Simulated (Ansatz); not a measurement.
Ir (diamond, space group No. 227) under volume change, r²SCAN in the plane-wave PAW code Ansatz, scaled uniformly.

| V (Å³/atom) | E − E(relaxed) (meV/atom) | P (GPa) |
|---|---|---|
| 19.198 | 130.4 | 24.12 |
| 19.830 | 54.4 | 14.63 |
| 20.463 | 12.8 | 6.67 |
| 21.096 | 0.0 | 0.00 |
| 21.729 | 11.4 | -5.59 |
| 22.362 | 42.9 | -10.26 |
| 22.995 | 91.4 | -14.16 |

Question: What does a third-order Birch–Murnaghan fit give for V₀, B₀ and B′?

Answer: V₀ = 21.10 Å³/atom, B₀ = 203 GPa, B′ = 4.9.

Space group Fd-3m (diamond). The start of the workflow was typed in or built on a structure type; neither database checked (COD, Materials Project) lists it. It is not the phase usual at ambient conditions (space group No. 225). The r²SCAN relaxation kept the symmetry of its start; its stability against distortions is not shown here. The run is not spin-polarised. Spin–orbit coupling is left out wherever it is not named.

Potentials: the earlier of the program's two PAW sets.
